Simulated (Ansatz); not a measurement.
Relaxed-ion elastic tensor of SiO₂ in space group Pn-3m (No. 224; Si on 2a, O on 4b) in GPa (Voigt order), plane-wave PAW LDA (Ansatz code); density 3.77 g/cm³, 8.83 Å³ per atom.

```
382  266  266  0.0  0.0  0.0
266  382  266  0.0  0.0  0.0
266  266  382  0.0  0.0  0.0
0.0  0.0  0.0  234  0.0  0.0
0.0  0.0  0.0  0.0  234  0.0
0.0  0.0  0.0  0.0  0.0  234
```

Task: Is the crystal mechanically stable?

Result: Yes: the smallest eigenvalue of C is 116 GPa.

Task: Work out the Voigt, Reuss and Hill averages.

Result: K_V = 304, K_R = 304, K_H = 304; G_V = 164, G_R = 106, G_H = 135 GPa.

Task: Give Young's modulus, Poisson's ratio, Pugh's ratio and the universal anisotropy index.

Result: E = 9KG/(3K + G) = 352 GPa; ν = 0.31; K/G = 2.26 (ductile by the Pugh limit of 1.75); A_U = 5G_V/G_R + K_V/K_R − 6 = 2.74.

Task: Estimate the sound speeds and the Debye temperature.

Result: v_l = √((K + 4G/3)/ρ) = 11300 m/s, v_t = √(G/ρ) = 5980 m/s, mean 6680 m/s; Θ = (h/k)(3n/4πV)^(1/3) v_m = 963 K.

Task: Give the Zener ratio and Young's modulus along [100], [110] and [111].

Result: A = 2C44/(C11 − C12) = 4.03; 1/E = S11 − 2(S11 − S12 − S44/2)Γ with Γ = 0, 1/4, 1/3 gives 164, 348, 559 GPa.

The first step of the workflow began from a Materials Project structure, measured or hypothetical; the Crystallography Open Database copy checked does not list it. It is not the phase usual at ambient conditions (space group No. 92, 152, 154). The LDA relaxation kept the symmetry of its start; phonons on a q-mesh show no instability.

Potentials: the earlier of the program's two PAW sets.
